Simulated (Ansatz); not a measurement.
## SnO₂: from a starting cell to a relaxed one

The start is a generated trial cell of SnO2 in the cotunnite structure type. The structure is fully relaxed (lattice and positions, P = 0) with r2SCAN (plane waves to 500 eV, PAW, scalar-relativistic; Ansatz, a program for electronic structure). First-step values are on the input's coarse k-mesh.

Ansatz input (later rounds restart from its end on a renewed k-mesh):
Ansatz 0.2 input:
```yaml
crystal:
  lattice:
    - [5.669557, 0, 0]
    - [0, 3.373432, 0]
    - [0, 0, 6.729604]
  atoms:
    - { symbol: Sn, position: [0.7377, 0.25, 0.5959] }
    - { symbol: Sn, position: [0.2377, 0.25, 0.9041] }
    - { symbol: Sn, position: [0.2623, 0.75, 0.4041] }
    - { symbol: Sn, position: [0.7623, 0.75, 0.0959] }
    - { symbol: O, position: [0.625, 0.25, 0.9217] }
    - { symbol: O, position: [0.125, 0.25, 0.5783] }
    - { symbol: O, position: [0.375, 0.75, 0.0783] }
    - { symbol: O, position: [0.875, 0.75, 0.4217] }
    - { symbol: O, position: [0.5202, 0.25, 0.337] }
    - { symbol: O, position: [0.0202, 0.25, 0.163] }
    - { symbol: O, position: [0.4798, 0.75, 0.663] }
    - { symbol: O, position: [0.9798, 0.75, 0.837] }
basis: { ecutwfc: 500, ecutrho_ratio: 4, xc_grid: 4, fft_grid_basis: typed }
kpoints: { mp_grid: { grid: [4, 6, 3] } }
hamiltonian:
  xc: r2scan
  dispersion: none
  pseudopotentials: { azcp: { folder: ./paw }, kind: paw }
scf: { occupations: { method: fermi_dirac, width: 0.05 } }
relax: { f_tol: 0.01, max_steps: 100, cell: { stress_tol: 0.02 } }
output: { forces: true, stress: true }
```

Question: How large is the pressure on the unrelaxed cell, and of which sign?

Answer: -10.4 GPa (negative: the cell is under tension).

Question: Does the structure survive the relaxation? Give the final space group.

Answer: The space group goes from Pnma (No. 62) to I4₁/amd (No. 141); the end is anatase type, with 6 atoms in the primitive cell.

Question: Is the relaxed structure metallic? Give its gap.

Answer: 2.35 eV, indirect (valence top at P, conduction bottom at Γ) (no spin-orbit coupling).

Final values are on a 9×9×9 k-mesh of the relaxed cell. No spin polarisation in the result.

The run could not lose the symmetry of its start.

The first start was generated by placing the elements on the sites of a structure type. Materials Project lists a structure of SnO2 in the same space group, I4₁/amd (No. 141); the sites were not compared with it, nor with measured phases. Known forms of SnO2 include space group No. 136.
